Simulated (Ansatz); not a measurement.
SnSe:
```xyz
2
Lattice="0.0000 3.3324 3.3324 3.3324 0.0000 3.3324 3.3324 3.3324 0.0000" Properties=species:S:1:pos:R:3 pbc="T T T"
Se     1.6662     1.6662     1.6662
Sn     0.0000     0.0000     0.0000
```

Relaxed with PBEsol. Special points in fractions of this cell's reciprocal vectors: Γ (0.000, 0.000, 0.000); X (0.500, 0.000, 0.500); U (0.625, 0.250, 0.625); K (0.375, 0.375, 0.750); L (0.500, 0.500, 0.500); W (0.500, 0.250, 0.750).

Question: List the band energies nearest the Fermi level at these points for the program Ansatz at the PBEsol with spin–orbit coupling level (PAW).

Answer: In eV from the Fermi level; about four levels below and three above (degenerate sets whole), none deeper than 8.9 eV; points with the same levels are listed once.

```tsv
k	below	above
Γ	-2.22 -2.22 -2.22 -2.22	1.11 1.11 1.64 1.64 1.64 1.64
X	-0.62 -0.62 -0.09 -0.09	4.37 4.37 4.55 4.55
U	-3.41 -3.40 -0.54 -0.45	1.17 1.19 3.32
L	-2.76 -2.76 -2.22 -2.22	2.07 2.07 2.39 2.39
W	-3.89 -3.86 -3.79 -0.01	0.22 1.43 1.80
```

Space group F-43m (zinc blende). The start of the workflow was typed in or built on a structure type; neither database checked (COD, Materials Project) lists it. It is not the phase usual at ambient conditions (space group No. 62). The cell was relaxed with PBEsol under the symmetry of its start. At this level the phase is mechanically unstable.

Potentials: the later of the program's two PAW sets.
